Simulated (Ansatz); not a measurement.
**Phases of Lu at -0.13 GPa**

Structure types of Lu are relaxed in primitive cells with their symmetry kept at -0.13 GPa, on PAW files; LAPW relaxes the small cells further and takes the PAW cell for the others (marked *). The enthalpy is E + pV at zero temperature, without zero-point motion. Only the types listed were tried, and differences under about 5 meV/atom are mesh noise.

Computed with Ansatz 0.2.0; functional PBEsol, scalar-relativistic. Settings: Fermi–Dirac smearing of 0.05 eV, no spin polarisation. Methods: LAPW: all electrons, basis error target 0.5 meV/atom; PAW: frozen-core files, cutoff 420 eV.

k meshes: fcc 14×14×14, bcc 14×14×14, hcp 13×13×7, sc 12×12×12, beta tin 13×13×13, dhcp 11×11×3.

Spin–orbit coupling is left out, which matters for the heavy atoms. The PAW files were made under PBE.

Task: Order the types by LAPW enthalpy, lowest first.
A. beta tin
B. sc
C. hcp
D. bcc
E. fcc
F. dhcp

Result: C (0 meV/atom), F (15 meV/atom), E (35 meV/atom), D (152 meV/atom), A (515 meV/atom), B (875 meV/atom).

```tsv
start type	ends as	a, b, c (Å)	V (Å³/atom)	H − H(lowest), LAPW (meV/atom)	same, PAW
fcc	fcc, Fm-3m	4.778, 4.778, 4.778	27.27	35.0	34.9
bcc	bcc, Im-3m	3.824, 3.824, 3.824	27.96	152.0	152.1
hcp	hcp, P6_3/mmc	3.449, 3.449, 5.353	27.58	0.0	0.0
sc	sc, Pm-3m	3.136, 3.136, 3.136	30.83	875.0	875.0
beta tin	beta tin, I4_1/amd	5.965, 5.965, 3.213	28.58	514.9	515.0
dhcp*	dhcp, P6_3/mmc	3.398, 3.398, 10.908	27.27	15.0	15.0
```

Task: Would dhcp gain on hcp at higher pressure?

Result: Yes: dH/dp = V, and its volume is smaller by 0.31 Å³/atom. Held constant, that would close the gap after about 7.7 GPa more, a rough figure, since the volume difference changes with pressure.
